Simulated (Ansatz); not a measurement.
## YRu2Si2 (space group I4/mmm): energy over volume and axial ratio

YRu$_{2}$Si$_{2}$ (space group I4/mmm)

```
YRu2Si2
1.0
   -2.08274     2.08274     4.76860
    2.08274    -2.08274     4.76860
    2.08274     2.08274    -4.76860
Y Si Ru
1 2 2
Cartesian
  0.00000   0.00000   0.00000
  0.00000   0.00000   3.49987
  0.00000   0.00000   6.03732
  2.08274   0.00000   2.38430
  0.00000   2.08274   2.38430
```

Two coordinates are scanned: the volume, and the ratio of the stretch along z (the conventional c axis) to the stretch across it. Atoms keep their fractional coordinates.

Calculation: r2SCAN (plane waves to 500 eV, PAW, scalar-relativistic; Ansatz, a first-principles code). k mesh 16×16×16 (Γ-centred), Fermi-Dirac smearing 0.05 eV. The energy includes the smearing's −TS. Compression counts positive. As the atoms are clamped, bonds stretch with the cell, which overstates energies and stresses. With partly filled bands, the response to shear is sensitive to the k mesh, so small differences along c/a are uncertain. YRu2Si2 is run without spin polarisation. YRu2Si2 was relaxed with its symmetry unable to fall. ΔE is measured from the relaxed starting cell.

ΔE (eV/atom), with V/V₀ across and (c/a)/(c/a)₀ down:

```tsv
(c/a)/(c/a)₀ \ V/V₀	0.920	0.960	1.000	1.040	1.080
0.960	0.070	0.022	0.010	0.027	0.068
0.980	0.067	0.016	0.002	0.018	0.058
1.000	0.069	0.016	0.000	0.014	0.052
1.020	0.076	0.020	0.002	0.014	0.050
1.040	0.088	0.029	0.009	0.018	0.053
```

P (GPa), with V/V₀ across and (c/a)/(c/a)₀ down:

```
(c/a)/(c/a)₀ \ V/V₀  0.920  0.960  1.000  1.040  1.080
-------------------  -----  -----  -----  -----  -----
0.960                 16.6    6.9   -0.9   -7.2  -12.3
0.980                 17.3    7.4   -0.5   -6.9  -12.0
1.000                 17.9    8.0    0.0   -6.5  -11.7
1.020                 18.7    8.6    0.5   -6.0  -11.3
1.040                 19.4    9.3    1.1   -5.6  -10.9
```

Read from the data:

The modulus against c/a change at fixed volume, (3/4V)·∂²E/∂(ln c/a)² (fit, atoms clamped) comes out as 84 GPa, an upper bound as the atoms could relax. Lowest place on the grid: V/V₀ = 1.000, (c/a)/(c/a)₀ = 1.000 (0 meV/atom). Highest place on the grid: V/V₀ = 0.920, (c/a)/(c/a)₀ = 1.040 (88 meV/atom).

The 25 points together took around 30 core-minutes (rough).

(Under strain, the slope of the energy per volume gives the stress and its curvature an elastic modulus.)
